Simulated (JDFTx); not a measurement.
System: Zn(1 0 -1 0) (P6_3/mmc bulk; lattice of mp-79, not re-optimised at this level), 1x1 cell of 8 atoms in 8 planes, area 12.74 Å² a face, 7.7 Å between the outermost planes in a cell 23.5 Å high; k mesh 8×4×1, Fermi width 0.01 Ha, no spin polarisation.

Profiles through the double layer of this slab, charged, in linear PCM (GLSSA13), water, 1 M NaF; PBE, GBRV ultrasoft potentials, plane waves to 20/100 Ha, a modified build of JDFTx. z is the height above the outermost atoms, φ the plane-averaged electrostatic potential energy of an electron (zero in the bulk liquid), ρ_b the bound charge of solvent and ions, s the cavity shape function (0 in the solid, 1 in the liquid).

```csv
z (Å),n (e/Å³),s,φ (eV),ρ_b (10⁻³ e/Å³)
0.85,0.1186,0.00,-2.212,-0.04
1.32,0.0342,0.00,-0.926,-1.83
1.79,0.0100,0.02,-0.146,-5.64
2.26,0.0029,0.43,-0.023,0.30
2.73,0.0009,0.95,-0.017,0.90
3.20,0.0003,1.00,-0.014,0.29
3.67,0.0001,1.00,-0.012,0.08
4.14,0.0000,1.00,-0.011,0.02
4.61,0.0000,1.00,-0.009,0.00
5.08,0.0000,1.00,-0.008,0.00
5.55,0.0000,1.00,-0.007,0.00
6.02,0.0000,1.00,-0.006,0.00
6.49,0.0000,1.00,-0.005,0.00
6.96,0.0000,1.00,-0.004,0.00
7.43,0.0000,1.00,-0.004,0.00
```

Task: Is the electrode positively or negatively charged, and roughly by how much?

Result: Positively: σ = 4.5 μC/cm² per face. The liquid's bound charge is of the opposite sign overall, and far from the surface φ decays with the screening length (3.0 Å).
